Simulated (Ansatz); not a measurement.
## Lattice vibrations of HCl at Γ

Method: DFT PBEsol, scalar-relativistic, plane waves, PAW in Ansatz 0.2.0. Settings: 420 eV plane-wave cutoff, Γ-centred 8×8×8 mesh, fixed occupations. No spin polarisation. Phonons by linear response, acoustic sum rule imposed.

The cell, relaxed at this level:
```
CELL_PARAMETERS angstrom
0.00000 3.76760 3.76777
1.53353 0.00000 3.76777
1.53353 3.76760 0.00000
ATOMIC_POSITIONS crystal
H 0.00000 0.00000 0.00000
Cl 0.50000 0.50000 0.50000
```

The crystal is built of chains and no dispersion correction was added, so the binding between them is poorly described, and with it their spacing and whatever depends on it. The run warned that the response to a field isn't converged on this k mesh, and the frequencies, which stand on the same mesh, can be rough too.

Optical modes at Γ (transverse, no macroscopic field); i marks an imaginary frequency:
```tsv
frequency (meV)	degeneracy	IR intensity of the level ((D/Å)²/amu)
244.7i	1	858.65
112.9i	1	1.53
112.9i	1	1.53
```

3 of the 3 optical modes are unstable, so the structure is a saddle point of the energy and would distort without enlarging its cell.

```
Electronic dielectric constant ε∞ (principal values) : 1.89, 1.89, 7.38
Refractive index √ε∞, mean                           : 1.93
Kohn–Sham gap on the mesh                            : 2.89 eV
Cost                                                 : 4.8 min on 1 thread of Arm Neoverse V2, with other jobs on the host, peak memory 2.4 GiB
```

Born effective charges (e):
```
       atom Z*xx Z*yy Z*zz mean
 H (atom 1)   6.04   0.25   0.26   2.18
Cl (atom 2)  -6.04  -0.25  -0.26  -2.18
```